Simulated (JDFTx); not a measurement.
```json
{
  "surface": "Cd(1 0 -1 0)",
  "bulk": "Cd, P6_3/mmc, lattice of mp-94 (not re-optimised)",
  "slab": "6 atoms in 6 planes, 1x1, 6.3 Å between the outermost planes",
  "in-plane cell": "2.958 × 5.886 Å, 17.41 Å²",
  "cell_height": "22.0 Å",
  "sampling": "8×4×1 k mesh, Fermi smearing 0.01 Ha, no spin polarisation"
}
```

Method: PBE, GBRV ultrasoft potentials, plane waves to 20/100 Ha, in a modified build of JDFTx. Liquid: CANDLE, water, 1 M NaF. The neutral cell holds 72 valence electrons and has two faces of 17.413 Å² each. Last filling lines of the neutral and of a charged run (μ in hartree, zero in the bulk liquid):

```
FillingsUpdate:  mu: -0.136109406  nElectrons: 72.000000
FillingsUpdate:  mu: -0.161330000  nElectrons: 71.785810
```

A calculation by hand: both potentials, by the convention U = −μ/e − 4.44 V vs SHE, the surface charge density and the mean capacitance.

U_pzc = 0.13611 × 27.2114 − 4.44 = -0.74 V; U = 0.16133 × 27.2114 − 4.44 = -0.05 V. The cell has -0.2142 excess electrons, a net charge of 0.2142 e, shared by two faces: σ = 0.2142 e / (2 × 17.413 Å²) = 0.00615 e/Å² = 9.9 μC/cm² (1 e/Å² = 1602.18 μC/cm²). C = σ/(U − U_pzc) = 9.9/0.69 ≈ 14 μF/cm².
